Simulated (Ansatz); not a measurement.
A generated cell, not matched to a known phase here, of GeBr2: I-42d (No. 122), tI12; a = 5.8547 Å, b = 5.8547 Å, c = 13.0856 Å, α = 90.00°, β = 90.00°, γ = 90.00°; Ge 4a (0.000, 0.000, 0.000); Br 8d (0.250, 0.240, 0.375). Level of theory: PBEsol (plane waves to 420 eV, PAW, scalar-relativistic; Ansatz, a program for electronic structure). Element references, the lowest calculated here: Ge (Fd-3m), Br (Cmce).

Question: What formation energy of this I-42d form of GeBr2 from the elements does PBEsol give?

Answer: -0.37 eV/atom.

A lower structure of this composition may exist.

Static energies, no anion corrections, no zero-point energy. Values are rounded to 0.01 eV/atom. Not shown to be the ambient phase of their composition (a lower form may be missing, and a cell relaxed within its start's symmetry can be a saddle point): GeBr2 (I-42d). The compounds carry no spin polarisation.
